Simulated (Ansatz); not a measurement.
Relaxed In$_{2}$Si$_{2}$O$_{7}$ (space group C2/m):

```xyz
11
Lattice="3.2827 -4.2785 0.0000 3.2827 4.2785 0.0000 -1.0162 0.0000 4.5749" Properties=species:S:1:pos:R:3 pbc="T T T"
In     3.2827     1.6511     0.0000
In     3.2827    -1.6511     0.0000
Si     1.0457     0.0000     1.8785
Si     4.5036     0.0000     2.6964
O      4.2192    -1.3466     3.5721
O      1.3301     1.3466     1.0028
O      1.3301    -1.3466     1.0028
O      4.2192     1.3466     3.5721
O     -0.5081     0.0000     2.2875
O      3.6988     0.0000     1.2887
O      1.8505     0.0000     3.2862
```

A phonon eigenvector at Γ is frozen into this cell: atom i moves by Q times the vector below, so Q is the largest atomic displacement, in Å. The cell is held.

```json
[
 {"atom": "In1", "x": "-0.407", "y": "0.000", "z": "0.254"},
 {"atom": "In2", "x": "-0.407", "y": "0.000", "z": "0.254"},
 {"atom": "Si3", "x": "0.716", "y": "0.000", "z": "-0.251"},
 {"atom": "Si4", "x": "0.716", "y": "0.000", "z": "-0.251"},
 {"atom": "O5", "x": "0.383", "y": "0.016", "z": "-0.357"},
 {"atom": "O6", "x": "0.383", "y": "0.016", "z": "-0.357"},
 {"atom": "O7", "x": "0.383", "y": "-0.016", "z": "-0.357"},
 {"atom": "O8", "x": "0.383", "y": "-0.016", "z": "-0.357"},
 {"atom": "O9", "x": "0.583", "y": "0.000", "z": "-0.812"},
 {"atom": "O10", "x": "0.603", "y": "0.000", "z": "-0.264"},
 {"atom": "O11", "x": "0.603", "y": "0.000", "z": "-0.264"}
]
```

Calculation: LDA (plane waves to 420 eV, PAW, scalar-relativistic; Ansatz, a quantum-chemistry and plane-wave program). k mesh 5×5×6 (Γ-centred), Fermi-Dirac smearing 0.05 eV. Energies are smeared free energies. In2Si2O7 was relaxed with its symmetry unable to fall. The zero of ΔE is the undisplaced structure.

The scan covers Q from -0.100 to 0.100 Å in 13 points.

Problem. Which space group does the distorted structure have?

Solution. Cm (No. 8), lowered from C2/m.

Problem. Is the energy the same for equal positive and negative displacements?

Solution. Even: the same for both signs.

Problem. What is the energy change at Q = 0.100 Å?

Solution. 111.1 meV/cell.

Problem. What harmonic wavenumber does the curvature at Q = 0 give?

Solution. 211 cm⁻¹.

(For displaced atoms, the force is minus the slope of the energy, and its curvature is a force constant, which sets phonon frequencies.)
